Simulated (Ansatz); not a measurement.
## Convergence test, ZnCu₂

These are results of Ansatz, DFT r2SCAN, scalar-relativistic, plane waves, PAW, not measurements.

```xyz
3
Lattice="2.5838 0.0000 0.0000 -1.2919 2.2377 0.0000 0.0000 0.0000 6.2934" Properties=species:S:1:pos:R:3 pbc="T T T"
Zn    0.0000    0.0000    0.0000
Cu    0.0000    1.4918    4.1671
Cu    1.2919    0.7459    2.1263
```

```
plane-wave cutoff : 500 eV
occupation rule   : Gaussian smearing, 0.1 eV
spin treatment    : unpolarised
```

The atoms stay fixed while the k-point mesh is varied. ΔE is the energy extrapolated to zero smearing, less that of the reference run (21×21×8). The cell isn't necessarily relaxed at this level. The meshes are Γ-centred. Pressure is positive in compression.

Task: One run gave ΔE = -35.7 meV/atom and P = 0.69 GPa. Which k-point mesh did it use, of 3×3×1, 6×6×2, 9×9×4, 12×12×4, 15×15×6, 18×18×6, 18×18×8?

Result: 6×6×2. All runs:

```tsv
mesh	ΔE (meV/atom)	P (GPa)	largest change of a force component (eV/Å)	irreducible points
3×3×1	61.9	-0.06	0.095	3
6×6×2	-35.7	0.69	0.005	14
9×9×4	-11.5	0.14	0.004	43
12×12×4	8.24	0.30	0.005	69
15×15×6	2.76	0.18	0.019	146
18×18×6	-0.36	0.15	0.004	202
18×18×8	0.37	0.16	0.001	266
21×21×8	0.00	0.18	0.000	351
```